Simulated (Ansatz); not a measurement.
TiSi2 in space group Cmcm (No. 63; Si on 4c, Si on 4c, Ti on 4c) under volume change, PBE (plane waves, PAW; program Ansatz), shape and atoms relaxed at each volume.

```json
[
 {"V (Å³/atom)": "13.057", "E − E(relaxed) (meV/atom)": "(withheld)", "P (GPa)": "(withheld)"},
 {"V (Å³/atom)": "13.487", "E − E(relaxed) (meV/atom)": "22.5", "P (GPa)": "8.87"},
 {"V (Å³/atom)": "13.918", "E − E(relaxed) (meV/atom)": "5.3", "P (GPa)": "4.07"},
 {"V (Å³/atom)": "14.348", "E − E(relaxed) (meV/atom)": "0.0", "P (GPa)": "0.00"},
 {"V (Å³/atom)": "14.779", "E − E(relaxed) (meV/atom)": "4.8", "P (GPa)": "-3.47"},
 {"V (Å³/atom)": "15.209", "E − E(relaxed) (meV/atom)": "(withheld)", "P (GPa)": "(withheld)"},
 {"V (Å³/atom)": "15.640", "E − E(relaxed) (meV/atom)": "39.2", "P (GPa)": "-9.04"}
]
```

Q: Complete the blanks.

A: 
- 15.209, E − E(relaxed) (meV/atom): 18.2
- 15.209, P (GPa): -6.49
- 13.057, E − E(relaxed) (meV/atom): 53.7
- 13.057, P (GPa): 14.51

Q: What does a third-order Birch–Murnaghan fit give for V₀, B₀ and B′?

A: V₀ = 14.35 Å³/atom, B₀ = 126 GPa, B′ = 4.3.

The cell was relaxed with PBE under the symmetry of its start. The run is not spin-polarised.

Potentials: the later of the program's two PAW sets.
